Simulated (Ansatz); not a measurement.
## Sr$_{8}$H$_{11}$I$_{4}$: nudged elastic band, vacancy jump

Level of theory: DFT PBEsol, scalar-relativistic, plane waves, PAW in Ansatz. Settings: plane waves to 420 eV, k-mesh 4×3×3 (Γ-centred), Gaussian smearing 0.05 eV. Spin–orbit coupling is left out, which matters for the heavy elements here. No spin polarisation.

1 inner image(s), climbing immediate, force tolerance 0.05 eV/Å, at most 60 iterations, fixed cell. The cell carries a charge of +1 e on a uniform background, with no finite-size correction, so the barrier is rough in so small a cell.

The run took 7.1 min on 4 threads of AMD EPYC (Zen 3) (shared host), peak memory 2.1 GiB.

Command:
```bash
ansatz run input.yaml --threads 4 --pin off --max-ram 9216MiB --backend cpu --events-out ev --progress --plain --runs-dir out
```

Input:
```yaml
crystal:
  lattice:
    - [0.0, 0.0, -7.5247496071]
    - [4.1747609396, 7.2308980567, 0.0]
    - [4.1747609395, -7.2308980568, 0.0]
  atoms:
    - { symbol: Sr, position: [0.3105509205, 0.3439887685, 0.6719943842] }
    - { symbol: Sr, position: [0.3206332799, 0.3333333333, 0.1666666667] }
    - { symbol: Sr, position: [0.3105509205, 0.8280056158, 0.6719943842] }
    - { symbol: Sr, position: [0.3105509205, 0.8280056158, 0.1560112315] }
    - { symbol: Sr, position: [0.6894490795, 0.1719943842, 0.3280056158] }
    - { symbol: Sr, position: [0.6894490795, 0.1719943842, 0.8439887685] }
    - { symbol: Sr, position: [0.6894490795, 0.6560112315, 0.3280056158] }
    - { symbol: Sr, position: [0.6793667201, 0.6666666667, 0.8333333333] }
    - { symbol: H, position: [0.5, 0.0, 0.0] }
    - { symbol: H, position: [0.5, 0.5, 0.5] }
    - { symbol: H, position: [0.5, 0.5, 0.0] }
    - { symbol: H, position: [0.6302176743, 0.3129068626, 0.6564534313] }
    - { symbol: H, position: [0.6432408199, 0.3333333333, 0.1666666667] }
    - { symbol: H, position: [0.6302176743, 0.8435465687, 0.6564534313] }
    - { symbol: H, position: [0.6302176743, 0.8435465687, 0.1870931374] }
    - { symbol: H, position: [0.3697823257, 0.1564534313, 0.3435465687] }
    - { symbol: H, position: [0.3697823257, 0.1564534313, 0.8129068626] }
    - { symbol: H, position: [0.3697823257, 0.6870931374, 0.3435465687] }
    - { symbol: H, position: [0.3567591801, 0.6666666667, 0.8333333333] }
    - { symbol: I, position: [1.0, 0.0, 0.5] }
    - { symbol: I, position: [1.0, 0.0, 0.0] }
    - { symbol: I, position: [1.0, 0.5, 0.5] }
    - { symbol: I, position: [1.0, 0.5, 0.0] }
total_charge: 1
basis:
  ecutwfc: 420
kpoints:
  mp_grid: { grid: [4, 3, 3] }
hamiltonian:
  xc: pbesol
scf:
  occupations: { method: gaussian, width: 0.05 }
output:
  forces: true
neb:
  images: 1
  f_tol: 0.05
  max_iterations: 60
  order_check: false
  final_atoms:
    - { symbol: Sr, position: [0.3218564201, 0.3395282617, 0.6604717383] }
    - { symbol: Sr, position: [0.3218564201, 0.3395282617, 0.1790565233] }
    - { symbol: Sr, position: [0.3218564201, 0.8209434767, 0.6604717383] }
    - { symbol: Sr, position: [0.3076418759, 0.8333333333, 0.1666666667] }
    - { symbol: Sr, position: [0.6922373991, 0.1713746882, 0.3356873441] }
    - { symbol: Sr, position: [0.6900282876, 0.1666666667, 0.8333333333] }
    - { symbol: Sr, position: [0.6922373991, 0.6643126559, 0.3356873441] }
    - { symbol: Sr, position: [0.6922373991, 0.6643126559, 0.8286253118] }
    - { symbol: H, position: [0.4682833342, 0.0361577999, -0.0361577999] }
    - { symbol: H, position: [0.4903934915, 0.5, 0.5] }
    - { symbol: H, position: [0.4682833342, 0.4276844002, -0.0361577999] }
    - { symbol: H, position: [0.6489099499, 0.3356253372, 0.6643746628] }
    - { symbol: H, position: [0.6489099499, 0.3356253372, 0.1712506743] }
    - { symbol: H, position: [0.6489099499, 0.8287493257, 0.6643746628] }
    - { symbol: H, position: [0.6310720879, 0.8333333333, 0.1666666667] }
    - { symbol: H, position: [0.3720527947, 0.1580967229, 0.3290483614] }
    - { symbol: H, position: [0.4682833342, 0.0361577999, 0.5723155998] }
    - { symbol: H, position: [0.3720527947, 0.6709516386, 0.3290483614] }
    - { symbol: H, position: [0.3720527947, 0.6709516386, 0.8419032771] }
    - { symbol: I, position: [1.0035416911, 0.0014280254, 0.5028560508] }
    - { symbol: I, position: [1.0035416911, 0.0014280254, -0.0014280254] }
    - { symbol: I, position: [1.0042802654, 0.5, 0.5] }
    - { symbol: I, position: [1.0035416911, 0.4971439492, -0.0014280254] }
  climbing: immediate
```

Output (its end):
```
...
    - { symbol: Sr, position: [0.6871838763003613, 0.6660020834869579, 0.8320041521409868] }
    - { symbol: H, position: [0.4778575237789015, 0.0270739376668416, -0.017254294294212845] }
    - { symbol: H, position: [0.4906074724917097, 0.5003323377322368, 0.5006647132383887] }
    - { symbol: H, position: [0.47785748772217, 0.45567175731923876, -0.017254317058054275] }
    - { symbol: H, position: [0.6437313894199687, 0.3324083510327853, 0.6631145373685611] }
    - { symbol: H, position: [0.6475028493928103, 0.33589254798463053, 0.17178509252703011] }
    - { symbol: H, position: [0.6437314254943628, 0.8307061925215374, 0.6631145475331645] }
    - { symbol: H, position: [0.6287790409229382, 0.837307562781938, 0.1746151131766076] }
    - { symbol: H, position: [0.37110602689111866, 0.15791553018776217, 0.33784658974809895] }
    - { symbol: H, position: [0.42875829060031306, 0.07731524200657774, 0.6546304748156591] }
    - { symbol: H, position: [0.3711059951943752, 0.6799310557980696, 0.33784659375786447] }
    - { symbol: H, position: [0.3676491344759853, 0.6711356052793829, 0.8422711994362675] }
    - { symbol: I, position: [0.9989113980317551, 0.001175098415791942, 0.5023501535875238] }
    - { symbol: I, position: [1.002232016033085, 0.003074455325200176, 0.0010645550710348213] }
    - { symbol: I, position: [1.0013071894441212, 0.5007190203316156, 0.501438094109478] }
    - { symbol: I, position: [1.0022320042013124, 0.49799008910286413, 0.001064521704923771] }
```

Self-consistency was reached.

Final band:

| image | s (Å) | ΔE (eV) |
| --- | --- | --- |
| 0 | 0.000 | 0.000 |
| 1 | 1.350 | 0.204 |
| 2 | 2.058 | 0.193 |

Highest image over the start 0.204 eV, over the end 0.012 eV. The order of the saddle wasn't checked, and a path that keeps a symmetry can read too high.

By iteration:

```csv
iteration,largest band force component (eV/Å),highest image (eV)
1,0.158,0.205
2,0.547,0.292
3,0.043,0.203
4,0.026,0.204
```

Images of the last band (Å, true forces in eV/Å):

```xyz
23
Lattice="0.000 0.000 -7.525 4.175 7.231 0.000 4.175 -7.231 0.000" Properties=species:S:1:pos:R:3:forces:R:3 pbc="T T T" image=0 dE_eV=0.0000
Sr    4.241   -2.372   -2.337   -0.004   -0.003    0.003
Sr    2.087    1.205   -2.413    0.000    0.000   -0.004
Sr    6.262    1.128   -2.337    0.000    0.005    0.003
Sr    4.108    4.859   -2.337    0.004   -0.003    0.003
Sr    2.087   -1.128   -5.188    0.000   -0.005   -0.003
Sr    4.241   -4.859   -5.188   -0.004    0.003   -0.003
Sr    4.108    2.372   -5.188    0.004    0.003   -0.003
Sr    6.262   -1.205   -5.112    0.000    0.000    0.004
H     0.000    0.000   -3.762    0.000    0.000    0.000
H     4.175    0.000   -3.762    0.000    0.000    0.000
H     2.087    3.615   -3.762    0.000    0.000    0.000
H     4.047   -2.484   -4.742   -0.002   -0.001   -0.010
H     2.087    1.205   -4.840    0.000    0.000    0.009
H     6.262    1.353   -4.742    0.000    0.002   -0.010
H     4.303    4.747   -4.742    0.002   -0.001   -0.010
H     2.087   -1.353   -2.783    0.000   -0.002    0.010
H     4.047   -4.747   -2.783   -0.002    0.001    0.010
H     4.303    2.484   -2.783    0.002    0.001    0.010
H     6.262   -1.205   -2.685    0.000    0.000   -0.009
I     2.087   -3.615   -7.525    0.000    0.000    0.000
I     0.000    0.000   -7.525    0.000    0.000    0.000
I     4.175    0.000   -7.525    0.000    0.000    0.000
I     2.087    3.615   -7.525    0.000    0.000    0.000
23
Lattice="0.000 0.000 -7.525 4.175 7.231 0.000 4.175 -7.231 0.000" Properties=species:S:1:pos:R:3:forces:R:3 pbc="T T T" image=1 dE_eV=0.2042
Sr    4.223   -2.336   -2.382    0.003    0.013    0.009
Sr    2.181    1.151   -2.425    0.005   -0.003    0.025
Sr    6.221    1.127   -2.382   -0.010   -0.009    0.009
Sr    4.150    4.835   -2.299    0.013   -0.008   -0.023
Sr    2.114   -1.157   -5.202   -0.014   -0.011    0.008
Sr    4.209   -4.841   -5.175    0.004   -0.002   -0.017
Sr    4.146    2.363   -5.202    0.003    0.018    0.008
Sr    6.254   -1.200   -5.171    0.006   -0.004   -0.006
H     0.041    0.321   -3.596   -0.001   -0.026   -0.011
H     4.179   -0.002   -3.692   -0.014    0.008    0.001
H     1.830    3.420   -3.596    0.022    0.014   -0.011
H     4.156   -2.391   -4.844   -0.012   -0.014    0.003
H     2.119    1.187   -4.872   -0.005    0.003   -0.003
H     6.236    1.212   -4.844    0.006    0.017    0.003
H     4.225    4.792   -4.731    0.011   -0.007    0.003
H     2.070   -1.301   -2.792   -0.003   -0.011   -0.003
H     3.056   -4.175   -3.226   -0.003    0.002   -0.006
H     4.249    2.474   -2.792    0.008    0.008   -0.003
H     6.318   -1.237   -2.766   -0.002    0.001    0.000
I     2.102   -3.624   -7.517   -0.004    0.002    0.022
I     0.017    0.015   -7.542   -0.005    0.014   -0.002
I     4.184   -0.005   -7.535    0.005   -0.003   -0.004
I     2.083    3.593   -7.542   -0.015   -0.002   -0.002
23
Lattice="0.000 0.000 -7.525 4.175 7.231 0.000 4.175 -7.231 0.000" Properties=species:S:1:pos:R:3:forces:R:3 pbc="T T T" image=2 dE_eV=0.1927
Sr    4.175   -2.321   -2.422    0.000    0.000    0.001
Sr    2.165    1.160   -2.422    0.000    0.000    0.001
Sr    6.185    1.160   -2.422    0.000    0.000    0.001
Sr    4.175    4.821   -2.315    0.000    0.000   -0.003
Sr    2.117   -1.188   -5.209   -0.003   -0.002    0.001
Sr    4.175   -4.821   -5.192    0.000    0.000   -0.002
Sr    4.175    2.376   -5.209    0.000    0.003    0.001
Sr    6.233   -1.188   -5.209    0.003   -0.002    0.001
H     0.000    0.523   -3.524    0.000    0.000    0.003
H     4.175    0.000   -3.690    0.000    0.000   -0.005
H     1.635    3.354   -3.524    0.000    0.000    0.003
H     4.175   -2.377   -4.883    0.000    0.000    0.000
H     2.116    1.189   -4.883    0.000    0.000    0.000
H     6.233    1.189   -4.883    0.000    0.000    0.000
H     4.175    4.821   -4.749    0.000    0.000    0.003
H     2.034   -1.236   -2.800   -0.001   -0.001    0.000
H     2.540   -3.877   -3.524    0.000    0.000    0.003
H     4.175    2.472   -2.800    0.000    0.001    0.000
H     6.316   -1.236   -2.800    0.001   -0.001    0.000
I     2.105   -3.626   -7.551    0.000    0.000   -0.001
I     0.000    0.021   -7.551    0.000    0.000   -0.001
I     4.175    0.000   -7.557    0.000    0.000   -0.001
I     2.069    3.605   -7.551    0.000    0.000   -0.001
```